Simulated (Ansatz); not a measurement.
CdS (zinc blende)

```
CdS
1.0
    0.00000     2.93953     2.93953
    2.93953     0.00000     2.93953
    2.93953     2.93953     0.00000
S Cd
1 1
Direct
  0.75000   0.75000   0.75000
  0.00000   0.00000   0.00000
```

The slice is a {111} plane (indices of the conventional cell) through the point (0.000, 0.000, 0.000) (fractional), spanned by u = [100] and v = [-1 2 0] in vectors of this cell: u (4.16 Å) and v (7.20 Å, at 90° to u). It covers one period; positions are fractions (u, v).

These are r2SCAN (plane waves to 500 eV, PAW, scalar-relativistic; Ansatz, a quantum-chemistry and plane-wave program) values and carry that method's errors. k mesh 10×10×10. Inside the PAW spheres the values are not all-electron values, and peaks at nuclei hang on which shells count as valence. CdS was relaxed with its symmetry unable to fall. The PAW data are Ansatz's earlier set.

Q: Sketch the electron localisation function (ELF) on this plane as a map.

A: 
| v \ u | 0.00 | 0.12 | 0.25 | 0.38 | 0.50 | 0.62 | 0.75 | 0.88 |
|---|---|---|---|---|---|---|---|---|
| 0.93 | 0.53 | 0.35 | 0.15 | 0.69 | 0.79 | 0.69 | 0.15 | 0.35 |
| 0.86 | 0.25 | 0.15 | 0.42 | 0.82 | 0.82 | 0.82 | 0.42 | 0.15 |
| 0.79 | 0.10 | 0.13 | 0.58 | 0.80 | 0.83 | 0.80 | 0.58 | 0.13 |
| 0.71 | 0.02 | 0.07 | 0.34 | 0.58 | 0.65 | 0.58 | 0.34 | 0.07 |
| 0.64 | 0.01 | 0.04 | 0.12 | 0.15 | 0.17 | 0.15 | 0.12 | 0.04 |
| 0.57 | 0.10 | 0.09 | 0.19 | 0.37 | 0.53 | 0.37 | 0.19 | 0.09 |
| 0.50 | 0.50 | 0.27 | 0.20 | 0.52 | x | 0.52 | 0.20 | 0.27 |
| 0.43 | 0.79 | 0.69 | 0.15 | 0.35 | 0.53 | 0.35 | 0.15 | 0.69 |
| 0.36 | 0.82 | 0.82 | 0.42 | 0.15 | 0.25 | 0.15 | 0.42 | 0.82 |
| 0.29 | 0.83 | 0.80 | 0.58 | 0.13 | 0.10 | 0.13 | 0.58 | 0.80 |
| 0.21 | 0.65 | 0.58 | 0.34 | 0.07 | 0.02 | 0.07 | 0.34 | 0.58 |
| 0.14 | 0.17 | 0.15 | 0.12 | 0.04 | 0.01 | 0.04 | 0.12 | 0.15 |
| 0.07 | 0.53 | 0.37 | 0.19 | 0.09 | 0.10 | 0.09 | 0.19 | 0.37 |
| 0.00 | x | 0.52 | 0.20 | 0.27 | 0.50 | 0.27 | 0.20 | 0.52 |

Values: electron localisation function (ELF). Points within 0.5 Å of a nucleus are blanked (x), as the pseudised field means little there.
